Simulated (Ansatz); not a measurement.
A distorted cell of AlN (wurtzite):

```xyz
8
Lattice="3.1298 0.0000 0.0000 -1.5649 2.7105 0.0000 0.0000 0.0000 10.0347" Properties=species:S:1:pos:R:3 pbc="T T T"
Al     1.5649     0.9304     0.0169
Al     1.5649     0.8765     5.0342
Al     0.0000     1.8330     2.5256
Al     0.0000     1.7810     7.5429
N      1.5649     0.8566     3.1199
N      1.5649     0.9504     8.1372
N      0.0000     1.7470     0.6113
N      0.0000     1.8670     5.6286
```

Level of theory: PBE (plane waves to 420 eV, PAW, scalar-relativistic; Ansatz, an electronic-structure program). k mesh 12×12×4 (Γ-centred), Fermi-Dirac smearing 0.05 eV. Stress and pressure are positive under compression. AlN was relaxed with its symmetry unable to fall. The PAW data are Ansatz's earlier set.

**Question.** Predict the force on every atom, in eV/Å.

**Answer.** 
```
atom     Fx      Fy      Fz
----  -----  ------  ------
Al1   0.000  -0.935  -0.101
Al2   0.000   1.299  -0.125
Al3   0.000  -1.203  -0.093
Al4   0.000   0.942  -0.080
N5    0.000   1.140   0.080
N6    0.000  -0.869   0.066
N7    0.000   1.101   0.115
N8    0.000  -1.477   0.139
```

**Question.** What is the stress tensor (GPa)?

**Answer.** 
```
    0.7      0.0      0.0
    0.0      1.6     -0.2
    0.0     -0.2      0.2
```
The pressure, a third of the trace, is 0.8 GPa.

(For displaced atoms, the force is minus the slope of the energy, and its curvature is a force constant, which sets phonon frequencies.)
